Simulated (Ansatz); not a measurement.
Trial structure of Al₂B₂As, not yet relaxed:

```cif
data_structure
_symmetry_space_group_name_H-M 'P 1'
_symmetry_Int_Tables_number 1
_cell_length_a 3.4857
_cell_length_b 3.4857
_cell_length_c 6.6592
_cell_angle_alpha 90.000
_cell_angle_beta 90.000
_cell_angle_gamma 90.000
_cell_volume 80.91
loop_
_atom_site_label
_atom_site_type_symbol
_atom_site_fract_x
_atom_site_fract_y
_atom_site_fract_z
_atom_site_occupancy
Al1 Al 0.50000 0.50000 0.78544 1
Al2 Al 0.50000 0.50000 0.21456 1
B1 B 0.00000 0.00000 0.50000 1
B2 B 0.50000 0.50000 0.50000 1
As1 As 0.00000 0.00000 0.00000 1
```

These are results of DFT PBE, scalar-relativistic, plane waves, PAW in Ansatz 0.2.0, not measurements. Cutoff 420 eV; k points 6×6×4 on the computed 5-atom cell (Γ-centred); Gaussian smearing, width 0.10 eV; no spin polarisation.

Formation energies are uncorrected and refer to the elements' standard structures at the same level.

Question: How far from equilibrium is it?

Answer: The pressure is -5.0 GPa (the mean over three directions, positive in compression), the largest force is 2.90 eV/Å, and the energy is +1.09 eV/atom against the elements. The shortest distance is 1.90 Å.

Question: Is it a good guess?

Answer: A rough one: relaxing gains about 0.35 eV/atom (the start's value is from the coarse mesh, so the gain is rough) in 24 ionic steps and ends at +0.74 eV/atom on the finer mesh. The symmetry stays P4/mmm (No. 123). The volume per atom shrinks by 15.2 %, from 16.2 to 13.7 Å³. The shortest distance goes from 1.90 Å (Al–B) to 1.94 Å (B–B). The ratio c/a of the conventional cell changes by a factor of 1.74. Conventional cell: a = 2.745 Å, c = 9.113 Å. Al has 1 B at 2.19 Å, 4 Al at 2.74 Å, 4 B at 2.93 Å and 4 As at 3.06 Å; around B on its first site lie 4 B at 1.94 Å; As has 4 As at 2.74 Å and 8 Al at 3.06 Å; 1 more site not described.

The last run used a 14×14×4 mesh (in the run's order of axes) for its 5-atom cell and Gaussian smearing of 0.10 eV. No dispersion correction is applied, so the spacing and binding between layers, chains or molecules are poorly described. The cell is a metal run without spin; a magnetic state may lie lower. The reference form of As is held partly by dispersion forces, which this level lacks. The relaxation can't lower the symmetry of the start, and the grade says only how near the guess is to its own end. Symmetry constrained the relaxation, so the result can be a saddle point. Another cell of Al2B2As relaxed alike, in Cmmm, lies 0.49 eV/atom lower, so this cell isn't the stable form at this level.
